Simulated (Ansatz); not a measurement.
A crystal relaxed with r2SCAN in Ansatz has space group P2_13 (No. 198) and a = 4.403 Å.

| atom | site | x | y | z |
| --- | --- | --- | --- | --- |
| Xx | 4a | 0.8633 | 0.6367 | 0.3633 |
| Si | 4a | 0.1589 | 0.3411 | 0.6589 |

With r2SCAN the valence top lies at Γ–X (0.67 of the way from Γ) and the conduction bottom at k = (0, 1/3, 1/6), 0.34 eV higher; the smallest vertical gap, at Γ–X (0.67 of the way from Γ), is 0.36 eV. The HSE06 gap is indirect, 1.47 eV (Γ–X (0.50 of the way from Γ) to M–Γ (0.50 of the way from M)), below the direct gap of 1.51 eV at k = (-0.078, -0.089, 0.292). With LDA the valence top lies at k = (-0.078, -0.089, 0.292) and the conduction bottom at k = (0, 0.328, 0.208), 0.12 eV higher; the smallest vertical gap, at k = (0, 1/6, 1/3), is 0.15 eV. Meshes: r2SCAN 6×6×6, HSE06 4×4×4, LDA 6×6×6. r2SCAN's ε∞ is 31.7 in all directions.

**Question.** Which element is Xx?
A. Fe
B. Os
C. Ru

**Answer.** A. Xx is Fe: an 8-atom cell of FeSi (P2_13) from a materials database. Fe has 7 Si at 2.25–2.47 Å; Si has 7 Fe at 2.25–2.47 Å.

Spin-unpolarised throughout; all numbers are computed.

Where an edge lies off the special points, it is a point of the mesh or the k point where a search put PBE's edge or least direct gap, reused for the other functionals, whose own edges may lie a little apart.

Coordinates of k points refer to the reciprocal vectors of the primitive cell of the runs.

The meshes of the hybrids are coarse, so their gaps aren't converged to the digits shown.
